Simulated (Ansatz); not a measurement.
CsSnBr3:
```xyz
5
Lattice="5.8869 0.0000 0.0000 0.0000 5.8869 0.0000 0.0000 0.0000 5.8869" Properties=species:S:1:pos:R:3 pbc="T T T"
Cs     0.0000     0.0000     0.0000
Sn     2.9435     2.9435     2.9435
Br     2.9435     0.0000     2.9435
Br     0.0000     2.9435     2.9435
Br     2.9435     2.9435     0.0000
```

Relaxed with PBE. Special points in fractions of this cell's reciprocal vectors: Γ (0.000, 0.000, 0.000); X (0.000, 0.500, 0.000); M (0.500, 0.500, 0.000); R (0.500, 0.500, 0.500).

Task: List the band energies nearest the valence-band maximum at these points for the program Ansatz at the PBE with spin–orbit coupling level (PAW).

Result: In eV from the valence-band maximum; about four levels below and three above (degenerate sets whole), none deeper than 8.9 eV; points with the same levels are listed once.

```csv
k,below,above
Γ,-2.54 -2.54 -2.54 -2.54,2.37 2.37 3.45 3.45 3.45 3.45
X,-2.68 -2.68 -1.88 -1.88,1.52 1.52 3.77 3.77
M,-2.34 -2.34 -0.92 -0.92,0.90 0.90 1.29 1.29
R,-2.24 -2.24 -2.24 -2.24 0.00 0.00,0.26 0.26 0.76 0.76 0.76 0.76
```

Space group Pm-3m (cubic perovskite). Symmetry was held in the PBE relaxation; of distortions, only those at the zone centre were tested.

Potentials: the later of the program's two PAW sets.
